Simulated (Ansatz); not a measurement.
This cell of YCl$_{3}$ (space group C2/m) is off equilibrium:

```
CELL_PARAMETERS angstrom
      3.23336    -5.58004     0.00000
      3.23336     5.58004     0.00000
     -2.13776     0.00000     5.57935
ATOMIC_POSITIONS crystal
  Y  0.16649 0.83351 0.00000
  Y  0.83351 0.16649 0.00000
  Cl 0.91618 0.58625 0.25962
  Cl 0.08382 0.41375 0.74038
  Cl 0.41375 0.08382 0.74038
  Cl 0.58625 0.91618 0.25962
  Cl 0.74568 0.74568 0.73726
  Cl 0.25432 0.25432 0.26274
```

These are r2SCAN+rVV10 (plane waves to 500 eV, PAW, scalar-relativistic; Ansatz, an electronic-structure program) values and carry that method's errors. k mesh 6×6×6 (Γ-centred), Fermi-Dirac smearing 0.05 eV. The energy includes the smearing's −TS. Compression counts positive. YCl3 is run without spin polarisation. YCl3 was relaxed with its symmetry unable to fall.

Problem. Give the stress tensor in GPa and the pressure.

Solution. 
```
   4.35     0.00    -0.07
   0.00     4.45     0.00
  -0.07     0.00     3.22
```
The pressure, a third of the trace, is 4.01 GPa.

Problem. It is the relaxed cell scaled evenly to V/V₀ = 0.840, atoms relaxed where free. What is its energy relative to the relaxed cell?

Solution. 48.8 meV/atom.

(Under strain, the slope of the energy per volume gives the stress and its curvature an elastic modulus.)
